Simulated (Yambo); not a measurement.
Material: GaN (wurtzite, space group P6_3mc, No. 186) under isotropic strain of -1 % on all lattice vectors; a = b = 3.152 Å, c = 5.135 Å, α = β = 90.00°, γ = 120.00° (4 atoms in the cell). The PBEsol cell relaxed from Materials Project entry mp-804 was given an isotropic strain of -1 % on all lattice vectors, and the atoms were relaxed again.

With norm-conserving PBE (stringent potentials; Quantum ESPRESSO, 114 Ry, no spin-orbit coupling), the gap between the mesh's edge points (Γ → Γ) is 2.167 eV.

Question: What does a G0W0 run in Yambo give for it (6×6×2 Γ-centred k mesh, bands 9 to 215 and a 15 Ry block in the screening, 215 bands in G with the Bruneval-Gonze terminator, plasmon pole fitted at 27.2 eV)?

Answer: The correction is 1.009 eV, giving 3.176 eV, 1.5 times the PBE value.  Convergence of the G0W0 settings was not tested. Spin-orbit splittings are left out.
